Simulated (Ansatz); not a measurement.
Notes on NaZr2TeF11

```yaml
crystal:
  lattice:
    - [4.67078, 3.46290, 0.00000]
    - [4.67078, -3.46290, 0.00000]
    - [3.53308, 0.00000, -7.16122]
  atoms:
    - { symbol: Na, position: [0.00000, 0.00000, 0.00000] }
    - { symbol: Te, position: [0.00000, 0.00000, 0.50000] }
    - { symbol: Zr, position: [0.50490, 0.50490, 0.76426] }
    - { symbol: Zr, position: [0.49510, 0.49510, 0.23574] }
    - { symbol: F, position: [0.50000, 0.50000, 0.50000] }
    - { symbol: F, position: [0.32920, 0.67080, 0.00000] }
    - { symbol: F, position: [0.67080, 0.32920, 0.00000] }
    - { symbol: F, position: [0.24790, 0.24790, 0.35060] }
    - { symbol: F, position: [0.75210, 0.75210, 0.64940] }
    - { symbol: F, position: [0.26680, 0.26680, 0.89050] }
    - { symbol: F, position: [0.73320, 0.73320, 0.10950] }
    - { symbol: F, position: [0.22200, 0.80880, 0.68760] }
    - { symbol: F, position: [0.19120, 0.77800, 0.31240] }
    - { symbol: F, position: [0.77800, 0.19120, 0.31240] }
    - { symbol: F, position: [0.80880, 0.22200, 0.68760] }
```

The numbers come from plane-wave PAW DFT (Ansatz): r2SCAN, no spin polarisation, 500 eV, 5×5×4 Γ-centred k points, fermi-dirac occupations (width 0.1 eV). Nothing was relaxed.

(1) Is it stable against the elements?

(2) What do density and ELF say about some of the short contacts?

(3) Metal or insulator?

(4) Where is the largest force?

(5) Is the cell too large or too small?

Origin: a known structure type with other elements, at an estimated volume, so it need not be a known compound. Caveats: many states at the Fermi level without spin polarisation, so a magnetic state may lie lower; atoms or cell far from equilibrium.

Results:

(1) -3.03 eV an atom against the elements' usual phases (free molecules for gases, crystals otherwise, with no correction for O₂ or N₂), so it is bound against them; other compounds may still compete. Relaxing would lower it.

(2) Zr–F at 1.99 Å: least valence density 0.75 e/Å³ and ELF 0.19 there. Te–F at 2.08 Å: least valence density 0.60 e/Å³ and ELF 0.23 there. Na–F at 2.25 Å: least valence density 0.14 e/Å³ and ELF 0.02 there. These are pseudo-fields; inside the PAW spheres they differ from the all-electron ones.

(3) It is a metal, with about 7.9 states/eV a cell as the mean within 0.25 eV of the Fermi level, mostly Te p (44 %) and Zr d (37 %).

(4) The largest is on F12 (and as large on other atoms): 2.68 eV/Å, components (1.22, 1.48, -1.87). It makes 41° with the line to a nearest neighbour, Zr3 at 2.11 Å, pointing towards it.

(5) The pressure is 5.7 GPa (compression positive), so with the atoms held at these fractions the cell would first expand; the forces are large, so a full relaxation may end otherwise. The principal stresses 4.2, 6.0, 7.1 GPa differ, so its shape would change too.
